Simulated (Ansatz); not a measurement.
Relaxed-ion elastic tensor of SiC (wurtzite, space group No. 186) in GPa (Voigt order), LDA (plane waves, PAW; program Ansatz); density 3.28 g/cm³, 10.14 Å³ per atom.

```
 522   115  59.9   0.0   0.0   0.0
 115   522  59.9   0.0   0.0   0.0
59.9  59.9   564   0.0   0.0   0.0
 0.0   0.0   0.0   155   0.0   0.0
 0.0   0.0   0.0   0.0   155   0.0
 0.0   0.0   0.0   0.0   0.0   203
```

**Question.** Is the crystal mechanically stable?

**Answer.** Yes: the smallest eigenvalue of C is 155 GPa.

**Question.** Work out the Voigt, Reuss and Hill averages.

**Answer.** K_V = 231, K_R = 231, K_H = 231; G_V = 194, G_R = 187, G_H = 191 GPa.

**Question.** Give Young's modulus, Poisson's ratio, Pugh's ratio and the universal anisotropy index.

**Answer.** E = 9KG/(3K + G) = 449 GPa; ν = 0.18; K/G = 1.21 (brittle by the Pugh limit of 1.75); A_U = 5G_V/G_R + K_V/K_R − 6 = 0.18.

**Question.** Estimate the sound speeds and the Debye temperature.

**Answer.** v_l = √((K + 4G/3)/ρ) = 12200 m/s, v_t = √(G/ρ) = 7630 m/s, mean 8400 m/s; Θ = (h/k)(3n/4πV)^(1/3) v_m = 1150 K.

**Question.** How much does each axis shrink under pressure?

**Answer.** Linear compressibilities β_i = Σ_j S_ij (j = 1 to 3): x 1.4, y 1.4, z 1.5 per TPa.

Space group P6_3mc (wurtzite). Symmetry was held in the LDA relaxation.

Potentials: the earlier of the program's two PAW sets. The files were generated under PBE; for other functionals the program regenerates the frozen cores, and for LDA and PBEsol the local potential too.
